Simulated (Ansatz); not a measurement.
Input and command of a calculation in Ansatz (plane waves; scalar-relativistic PAW potentials unless the input names others):

```yaml
crystal:
  lattice:
    - [2.5954952606, 0.0, 0.0]
    - [-0.8651650869, 2.447056399, 0.0]
    - [0.0, 0.0, 25.5960650303]
  atoms:
    - { symbol: V, position: [0.5, 0.5, 0.2930137891] }
    - { symbol: V, position: [0.0, 0.0, 0.3758082734] }
    - { symbol: V, position: [0.5, 0.5, 0.4586027578] }
    - { symbol: V, position: [0.0, 0.0, 0.5413972422] }
    - { symbol: V, position: [0.5, 0.5, 0.6241917266] }
    - { symbol: V, position: [0.0, 0.0, 0.7069862109] }
basis:
  ecutwfc: 420
  precision: f64
kpoints:
  mp_grid: { grid: [14, 14, 1] }
hamiltonian:
  xc: pbe
scf:
  occupations: { method: gaussian, width: 0.1 }
  eigensolver: { kind: davidson }
  convergence: { dr2_threshold: 1.0e-11 }
output:
  forces: true
  eigenvalues: true
  stress: true
efield:
  axis: 3
  dipole_correction: true
  ramp_width: 0.04
```

```bash
ansatz run input.yaml --threads 4 --pin off --max-ram 8192MiB --backend cpu --events-out ev --progress --plain --runs-dir out
```

Abridged log:
```
Basis set: ecut = 420 eV, 3155 PW (Γ), exchange–correlation on 36×36×360 points (8 copies of the dense FFT grid, shifted against one another)
Bands: 47, of which v1, the nominal top of the filled ones, is band 39 counted from 1 (38 counted from 0)
Symmetry: 4 space group operations
k-points: 57 of 196
SCF iter   1: F=—  HF=-17472.561797 eV  |F-HF|=—  |Δ(HF+E_count)|=         —  Δρ=1.41e-2  dr2=3.86e0  ethr=1.77e-3  p= 0.000 e·Å  D=-3.86e-14 V/Å  ΔV_dip=0.00 eV  dr2_dipole=3.64e-10  V_vac-E_F(+/−)=4.97/4.97 eV  ⟨swp⟩=6.0  Hψ=11002  notcnv=0
efield: sawtooth ramp at fractional position 0.9800 (placed from the atoms, in the widest stretch of the axis that holds none; the zero of the levels goes with the place), width 0.0400; the density the first Hamiltonian is built on has a dipole p =  0.000 e·Å; the dipole correction subtracts the counter field D = -3.86e-14 V/Å, which shifts the + side's vacuum level by +0.00 eV against the − side's; the planar-averaged density in the ramp window peaks in size at 5.5e-5 e/Å³
SCF iter   2: F=—  HF=-17472.518656 eV  |F-HF|=—  |Δ(HF+E_count)|=   4.31e-2  Δρ=3.44e-3  dr2=5.84e-2  ethr=8.06e-5  p=0.000 e·Å  D=5.97e-5 V/Å  ΔV_dip= 0.00 eV  dr2_dipole=6.06e-6  V_vac-E_F(+/−)=4.77/4.77 eV  ⟨swp⟩=6.0  Hψ=11736  notcnv=0
SCF iter   3: F=—  HF=-17472.519873 eV  |F-HF|=—  |Δ(HF+E_count)|=   1.22e-3  Δρ=2.44e-3  dr2=2.69e-2  ethr=7.48e-5  p= 0.000 e·Å  D=-1.71e-4 V/Å  ΔV_dip=0.00 eV  dr2_dipole=5.68e-6  V_vac-E_F(+/−)=4.86/4.86 eV  ⟨swp⟩=6.6  Hψ=7060  notcnv=0
SCF iter   4: F=—  HF=-17472.515377 eV  |F-HF|=—  |Δ(HF+E_count)|=   4.50e-3  Δρ=3.20e-4  dr2=3.70e-4  ethr=3.44e-5  p=0.000 e·Å  D=3.40e-6 V/Å  ΔV_dip= 0.00 eV  dr2_dipole=2.13e-7  V_vac-E_F(+/−)=4.82/4.82 eV  ⟨swp⟩=3.2  Hψ=6000  notcnv=0
SCF iter   5: F=—  HF=-17472.515555 eV  |F-HF|=—  |Δ(HF+E_count)|=   1.77e-4  Δρ=2.44e-4  dr2=1.85e-4  ethr=4.74e-7  p= 0.000 e·Å  D=-1.11e-5 V/Å  ΔV_dip=0.00 eV  dr2_dipole=1.97e-7  V_vac-E_F(+/−)=4.82/4.82 eV  ⟨swp⟩=5.2  Hψ=7598  notcnv=0
SCF iter   6: F=—  HF=-17472.515554 eV  |F-HF|=—  |Δ(HF+E_count)|=   8.56e-7  Δρ=4.64e-5  dr2=1.03e-5  ethr=2.37e-7  p= 0.000 e·Å  D=-3.40e-6 V/Å  ΔV_dip=0.00 eV  dr2_dipole=3.26e-8  V_vac-E_F(+/−)=4.82/4.82 eV  ⟨swp⟩=3.1  Hψ=5098  notcnv=0
SCF iter   7: F=—  HF=-17472.515426 eV  |F-HF|=—  |Δ(HF+E_count)|=   1.28e-4  Δρ=2.45e-5  dr2=1.42e-6  ethr=1.32e-8  p= 0.000 e·Å  D=-2.48e-6 V/Å  ΔV_dip=0.00 eV  dr2_dipole=4.90e-9  V_vac-E_F(+/−)=4.83/4.83 eV  ⟨swp⟩=5.1  Hψ=6679  notcnv=0
SCF iter   8: F=—  HF=-17472.515426 eV  |F-HF|=—  |Δ(HF+E_count)|=   3.65e-7  Δρ=1.63e-5  dr2=2.96e-6  ethr=1.82e-9  p= 0.000 e·Å  D=-2.61e-6 V/Å  ΔV_dip=0.00 eV  dr2_dipole=1.67e-9  V_vac-E_F(+/−)=4.83/4.83 eV  ⟨swp⟩=3.3  Hψ=5634  notcnv=0
   ...
SCF iter  12: F=—  HF=-17472.515427 eV  |F-HF|=—  |Δ(HF+E_count)|=   1.05e-9  Δρ=2.77e-6  dr2=2.58e-8  ethr=2.11e-11  p= 0.000 e·Å  D=-1.86e-7 V/Å  ΔV_dip=0.00 eV  dr2_dipole=9.50e-13  V_vac-E_F(+/−)=4.83/4.83 eV  ⟨swp⟩=2.5  Hψ=4997  notcnv=0
SCF iter  13: F=—  HF=-17472.515427 eV  |F-HF|=—  |Δ(HF+E_count)|=  8.22e-10  Δρ=8.52e-7  dr2=2.35e-9  ethr=2.11e-11  p=0.000 e·Å  D=6.47e-9 V/Å  ΔV_dip= 0.00 eV  dr2_dipole=3.26e-11  V_vac-E_F(+/−)=4.83/4.83 eV  ⟨swp⟩=3.8  Hψ=5601  notcnv=0
SCF iter  14: F=—  HF=-17472.515427 eV  |F-HF|=—  |Δ(HF+E_count)|=  2.55e-11  Δρ=4.61e-7  dr2=7.15e-10  ethr=3.02e-12  p= 0.000 e·Å  D=-5.82e-8 V/Å  ΔV_dip=0.00 eV  dr2_dipole=2.72e-13  V_vac-E_F(+/−)=4.83/4.83 eV  ⟨swp⟩=3.7  Hψ=5552  notcnv=0
SCF iter  15: F=—  HF=-17472.515427 eV  |F-HF|=—  |Δ(HF+E_count)|=  4.73e-11  Δρ=2.14e-7  dr2=1.67e-10  ethr=1.22e-12 (applied; sched 1.00e-12) p= 0.000 e·Å  D=-4.37e-8 V/Å  ΔV_dip=0.00 eV  dr2_dipole=1.22e-13  V_vac-E_F(+/−)=4.83/4.83 eV  ⟨swp⟩=2.6  Hψ=5014  notcnv=0
SCF iter  16: F=—  HF=-17472.515427 eV  |F-HF|=—  |Δ(HF+E_count)|=    0.00e0  Δρ=7.16e-8  dr2=2.52e-11  ethr=1.16e-12 (applied; sched 1.00e-12) p= 0.000 e·Å  D=-2.22e-8 V/Å  ΔV_dip=0.00 eV  dr2_dipole=3.06e-14  V_vac-E_F(+/−)=4.83/4.83 eV  ⟨swp⟩=2.2  Hψ=4976  notcnv=0
SCF iter  17: F=-17472.515427 eV  HF=-17472.515427 eV  |F-HF|=5.46e-11  |Δ(HF+E_count)|=  1.02e-10  Δρ=2.46e-8  dr2=2.07e-12  ethr=1.14e-12 (applied; sched 1.00e-12) p= 0.000 e·Å  D=-1.32e-8 V/Å  ΔV_dip=0.00 eV  dr2_dipole=8.20e-14  V_vac-E_F(+/−)=4.83/4.83 eV  ⟨swp⟩=2.0  Hψ=14369  notcnv=0
SCF iter  18: F=—  HF=-17472.515427 eV  |F-HF|=—  |Δ(HF+E_count)|=  3.27e-11  Δρ=7.90e-8  dr2=1.95e-11  ethr=1.00e-12  p= 0.000 e·Å  D=-1.32e-8 V/Å  ΔV_dip=0.00 eV  dr2_dipole=4.67e-14  V_vac-E_F(+/−)=4.83/4.83 eV  ⟨swp⟩=1.0  Hψ=2679  notcnv=0
SCF iter  19: F=-17472.515427 eV  HF=-17472.515427 eV  |F-HF|=6.55e-11  |Δ(HF+E_count)|=  8.73e-11  Δρ=9.57e-9  dr2=8.90e-13  ethr=2.22e-12 (applied; sched 1.00e-12) p= 0.000 e·Å  D=-6.30e-9 V/Å  ΔV_dip=0.00 eV  dr2_dipole=8.54e-16  V_vac-E_F(+/−)=4.83/4.83 eV  ⟨swp⟩=5.6  Hψ=8979  notcnv=0
SCF 1 converged in 19 iterations: F = -17472.515427 eV  dr2 = 8.90e-13
  Residual-converged pass: the last iteration was solved by the pass's rule, and is the pass (adopted: true) max |occ|·‖R‖ = 1.0e-8 eV (tolerance 1.0e-8 eV) dr2=8.90e-13  dr2_onsite=2.60e-14
SCF converged after 19 iterations
Free energy (F): -17472.515427 eV
Harris-Foulkes:  -17472.515427 eV  (|F-HF|=6.55e-11)
Internal energy: -17472.461439 eV  (E = F + TS)
E sigma→0 (E₀):  -17472.488433 eV
Entropy (-TS):   -0.053987 eV (-8.998 meV/atom)
Fermi energy:    5.969415 eV
Dipole field:    D = 0.000000 V/Å  (p = 0.000000 e·Å, saw-weighted, corrected)
Work function:   Φ+ = 4.8286 eV   Φ− = 4.8286 eV
Levels:          The Fermi level and band energies are counted from a zero that moves with the ramp; work functions are not
--- Forces (eV/Å), atoms counted from 1 ---
  atom   1  V      0.00000000     0.00000000     0.42814621
  atom   2  V      0.00000000     0.00000000    -0.33347966
  atom   3  V      0.00000000     0.00000000    -0.06884207
  atom   4  V      0.00000000     0.00000000     0.06884193
  atom   5  V      0.00000000     0.00000000     0.33347975
  atom   6  V      0.00000000     0.00000000    -0.42814611
--- Stress (GPa, compression-positive) ---
       -3.127505       0.564808       0.000000
        0.564808      -2.728125       0.000000
        0.000000       0.000000      -2.237631
  P = ⅓ Tr σ = -2.6978 GPa (-26.978 kbar)
```

Apart from outputs and empty bands, the input differs from a reference run on usual settings in scf.eigensolver.kind: not typed → "davidson"; basis.precision: not typed → "f64"; scf.convergence.dr2_threshold: not typed → 1e-11. The reference, at the same geometry (not necessarily relaxed), gave pressure -2.70 GPa (averaged over a cell that holds vacuum), largest force 0.428 eV/Å, no gap on the mesh. This run converged in 19 SCF iterations (reference: 9) with an energy at zero smearing within 0.01 meV/atom of the reference's, pressure -2.70 GPa (averaged over a cell that holds vacuum), largest force 0.428 eV/Å, no gap on the mesh.

Time: 38 s on 4 threads of Arm Neoverse V1, with other jobs on the host, peak memory 0.58 GiB.